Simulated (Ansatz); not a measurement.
## Profile along the Pd–Pd line in BiPd (NiAs type)

BiPd (NiAs type)

```
CELL_PARAMETERS angstrom
      4.26711     0.00000     0.00000
     -2.13355     3.69542     0.00000
      0.00000     0.00000     5.74237
ATOMIC_POSITIONS crystal
  Bi 0.33333 0.66667 0.25000
  Bi 0.66667 0.33333 0.75000
  Pd 0.00000 0.00000 0.50000
  Pd 0.00000 0.00000 0.00000
```

Fields along a shortest Pd–Pd line of a (1 -1 0 0) plane (2.87 Å), from Pd to Pd, interpolated on the slice's grid (step about 0.2 Å). All values below come from r2SCAN (plane waves to 500 eV, PAW, scalar-relativistic; Ansatz, a quantum-chemistry and plane-wave program). k mesh 13×13×8. These are valence fields of a PAW run, semicore shells included where kept as valence: close to a nucleus they are smooth pseudo fields. BiPd is run without spin polarisation. BiPd was relaxed with its symmetry unable to fall. Spin-orbit coupling is left out, though Bi is heavy.

| distance from Pd (Å) | valence electron density (e/Å³) | electron localisation function |
|---|---|---|
| 0.00 | 13.78 | x |
| 0.29 | 12.37 | x |
| 0.57 | 6.50 | 0.56 |
| 0.86 | 1.38 | 0.41 |
| 1.15 | 0.38 | 0.20 |
| 1.44 | 0.25 | 0.19 |
| 1.72 | 0.38 | 0.20 |
| 2.01 | 1.38 | 0.41 |
| 2.30 | 6.50 | 0.56 |
| 2.58 | 12.38 | x |
| 2.87 | 13.78 | x |

x: too close to a nucleus for the ELF to mean much.

Density on the Pd–Pd line (2.87 Å) at its midpoint: 0.25 e/Å³. ELF at that point: 0.19.
